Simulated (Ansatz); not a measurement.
Consider the following.

BW$_{2}$:
```xyz
6
Lattice="3.4915 0.0000 0.0000 0.0000 3.4915 0.0000 0.0000 0.0000 6.4047" Properties=species:S:1:pos:R:3 pbc="T T T"
W      0.0000     0.0000     0.0000
W      1.7458     1.7458     0.0000
W      1.7458     0.0000     2.3064
W      0.0000     1.7458     4.0983
B      1.7458     0.0000     4.6237
B      0.0000     1.7458     1.7810
```

This is the PBE-relaxed structure.

Q: All from plane-wave PAW PBE (Ansatz code), unless another level is named. Predict the electronic character.

A: metallic (no gap).

Q: Predict the formation energy from the elements (no fitted shifts).

A: 0.25 eV/atom.

Q: And the density of states at the Fermi level?

A: 0.54 states/eV per atom (mean over ±0.08 eV).

Space group P4/nmm. A made-up cell: these elements were put on the sites of a structure type; neither database checked (COD, Materials Project) lists it. COD files the formula under space group No. 140, so this cell is another polymorph or a model. Its standing as an ambient phase is unchecked. The cell was relaxed with PBE under the symmetry of its start; whether a distortion lowers the energy is not shown. The run is not spin-polarised. The references are the lowest solids computed at this level, not always the standard phases. Spin–orbit coupling is left out wherever it is not named.

Potentials: the earlier of the program's two PAW sets.
